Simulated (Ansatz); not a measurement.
input.yaml (Ansatz)

```yaml
crystal:
  lattice:
    - [0.0, 1.7801477551, 1.7801477551]
    - [1.7801477551, 0.0, 1.7801477551]
    - [1.7801477551, 1.7801477551, 0.0]
  atoms:
    - { symbol: C, position: [0.5, 0.5, 0.5] }
    - { symbol: C, position: [0.75, 0.75, 0.75] }
hamiltonian:
  xc: r2scan
  pseudopotentials:
    kind: paw
    azcp:
      C: "pseudopotentials/C.paw.azcp"
basis:
  ecutwfc: 500
  fft_grid_basis: typed
kpoints:
  mp_grid: { grid: [14, 14, 14], shift: [0, 0, 0] }
magnetization:
  spin_polarized: false
scf:
  occupations: { method: fermi_dirac, width: 0.05 }
```

Output

```
Engine: ansatz 0.2.0, x86_64-unknown-linux-gnu
Pseudopotentials: kind: paw
Pseudopotential: C, paw, valence charge 4, recommended cutoff 500 eV (meta_gga) 
Functional definition: r2SCAN
  parameter k0 = 0.174
  parameter k1 = 0.065
  parameter a1 = 4.9479
  exchange = r2scan_x(k0 = k0, k1 = k1, a1 = a1)
  correlation = r2scan_c
Crystal: 2 atoms, lattice volume = 11.282 Å³
Basis set: ecut = 500 eV, 283 PW (Γ), exchange–correlation on 80×80×80 points (64 copies of the dense FFT grid, shifted against one another)
Bands: 8, of which v1, the nominal top of the filled ones, is band 4 counted from 1 (3 counted from 0)
Symmetry: 48 space group operations
Space group: Fd-3m (ITA 227), of the structure as read, at distance tolerance 2.2e-5 Å
k-points: 104 of 2744
Non-local potential: C, projectors of the file, l = 0: 2, l = 1: 2, l = 2: 1
PAW form: soft (Blöchl's): semilocal exchange-correlation on the pseudo side does not see the compensation charge
PAW frozen core: C, regenerated for the run's functional (the file was generated under x = pbe(κ = 0.804, μ = 0.2195149727645171), c = pbe(β = 0.06672455060314922))
PAW one-centre angular grid: C, 302 points (default); XC on 239 of its mesh's 2573 points in the sphere
Initial density: superposition of atomic densities (neutral atoms: chi_scale 0, normalization atom), corrected by the library's trained network
Initial wavefunctions: pseudopotential atomic-orbital guess
Functional: x = r2scan, c = r2scan; τ floored in thin density (d = 2e-4 eV/Å³)
SCF iter   1: F=—  HF=-503.055229 eV  |F-HF|=—  |Δ(HF+E_count)|=         —  Δρ=8.85e-3  dr2=2.38e-3  dr2_τ=3.87e-1  ethr=1.77e-3  ⟨swp⟩=5.2  Hψ=5620  notcnv=0
SCF iter   2: F=—  HF=-503.111470 eV  |F-HF|=—  |Δ(HF+E_count)|=   5.62e-2  Δρ=5.58e-3  dr2=9.70e-4  dr2_τ=5.81e-5  ethr=2.98e-5  ⟨swp⟩=2.0  Hψ=2496  notcnv=0
SCF iter   3: F=—  HF=-503.111496 eV  |F-HF|=—  |Δ(HF+E_count)|=   2.64e-5  Δρ=1.85e-3  dr2=1.15e-4  dr2_τ=1.62e-5  ethr=1.21e-5  ⟨swp⟩=2.0  Hψ=1190  notcnv=0
SCF iter   4: F=—  HF=-503.111529 eV  |F-HF|=—  |Δ(HF+E_count)|=   3.25e-5  Δρ=3.70e-4  dr2=4.59e-6  dr2_τ=2.99e-7  ethr=1.44e-6  ⟨swp⟩=1.5  Hψ=958  notcnv=0
SCF iter   5: F=—  HF=-503.111531 eV  |F-HF|=—  |Δ(HF+E_count)|=   2.06e-6  Δρ=8.77e-5  dr2=2.60e-7  dr2_τ=2.85e-8  ethr=5.74e-8  ⟨swp⟩=1.6  Hψ=993  notcnv=0
SCF iter   6: F=-503.111531 eV  HF=-503.111531 eV  |F-HF|=5.93e-10  |Δ(HF+E_count)|=   1.54e-7  Δρ=4.57e-6  dr2=6.74e-10  dr2_τ=9.01e-11  ethr=1.25e-9  ⟨swp⟩=2.1  Hψ=1674  notcnv=0
SCF 1 converged in 6 iterations: F = -503.111531 eV  dr2 = 6.74e-10
SCF converged after 6 iterations
Free energy (F): -503.111531 eV
Harris-Foulkes:  -503.111531 eV  (|F-HF|=5.93e-10)
Internal energy: -503.111531 eV  (E = F + TS)
E sigma→0 (E₀):  -503.111531 eV
Fermi energy:    15.549359 eV
--- Per-component energies (eV) ---
  E_band       = 30.777503
  E_kinetic    = 184.518259
  E_local      = -120.752612  (includes V_loc(G=0)·N_el)
  E_nonlocal   = 52.587038
  E_hartree    = 26.605709
  E_xc         = -95.961284
  E_vxc        = -132.608340  (∫ρ·V_xc dr)
  E_paw        = -201.467893  (= ΣΔE_a)
  E_vpaw       = -13.175350  (= ΣTr[D̂ρ^β])
  E_aug_tail   = 0.000008  (compensation charges beyond the density's cutoff)
  E_vtau       = 6.997098  (kinetic-family band-sum trace: ∫τ·v_τ [+ j·A + Jᵃ·Aᵃ] dr)
  E_ewald      = -348.591208
  E_core_change = -0.049547  (= ΣΔE_core)
  E_smearing   = -0.000000  (= −TS)
  E_closure    = -0.000000  (closes the sum)
  Σ components = -503.111531   (vs F -503.111531, Δ=0.00e0)
```

Launched by

```sh
ansatz run input.yaml --threads 1 --pin off --max-ram 3584MiB --backend cpu --events-out ev --progress --plain --runs-dir out
```

On 1 thread of Intel(R) Xeon(R) Platinum 8259CL CPU @ 2.50GHz (Skylake/Cascade Lake) (shared host) this took about 2.4 s of wall time and 2.4 s of CPU time.
